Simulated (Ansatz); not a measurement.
A geometry of CdSe2 away from equilibrium: the start of the relaxation of a relaxed CdSe2 cell shaken by Gaussian noise of σ = 0.08 Å a coordinate. The numbers are results of r2SCAN (plane waves to 500 eV, PAW, scalar-relativistic; Ansatz, a quantum-chemistry and plane-wave program), not measurements. Γ-centred k-mesh 3×3×3 on the run's cell (coarser than for final values), Fermi–Dirac smearing 0.05 eV.

```xyz
12
Lattice="6.6801 0.0000 0.0000 0.0000 6.6801 0.0000 0.0000 0.0000 6.6801" Properties=species:S:1:pos:R:3:forces:R:3 pbc="T T T" free_energy=-76902.534 pressure_GPa=1.1
Cd     3.3000     3.3092     0.0819    0.1460    0.0481   -0.0033
Cd     0.0598     3.2628     3.3214   -0.4699    0.1920   -0.1036
Cd     0.0013    -0.0880     0.1226   -0.1610   -0.0527   -0.6601
Cd     3.4772    -0.0581     3.3270   -0.4326    0.2623   -0.1553
Se     0.6643     5.9605     2.5816    0.1440   -0.0289    0.7171
Se     5.9965     0.6738     3.9786    0.2062   -0.1659    0.1006
Se     2.5598     0.7185     5.9347    0.0283    0.0784   -0.2333
Se     3.9210     6.0559     0.5984    0.3755   -0.3944    0.3436
Se     3.9462     4.0301     3.9625    2.1008    1.5315    1.9631
Se     2.6457     2.7362     2.8065   -1.3908   -2.1276   -2.2526
Se     6.0133     2.4871     0.7389    0.3185    1.2854   -0.9911
Se     0.7402     4.0221     5.8500   -0.8650   -0.6282    1.2748
```

Positions in Å, forces in eV/Å, free energy of the cell in eV (comparable only within this code, potentials and settings). Largest force: 3.40 eV/Å, on Se10 (atoms numbered as listed); the geometry lies 0.07 eV/atom above the end of its relaxation.

The relaxed cell holds bonded Se–Se pairs (2.37 Å). No spin polarisation in the result.

The cell that was disturbed is our relaxation of an entry of Materials Project.
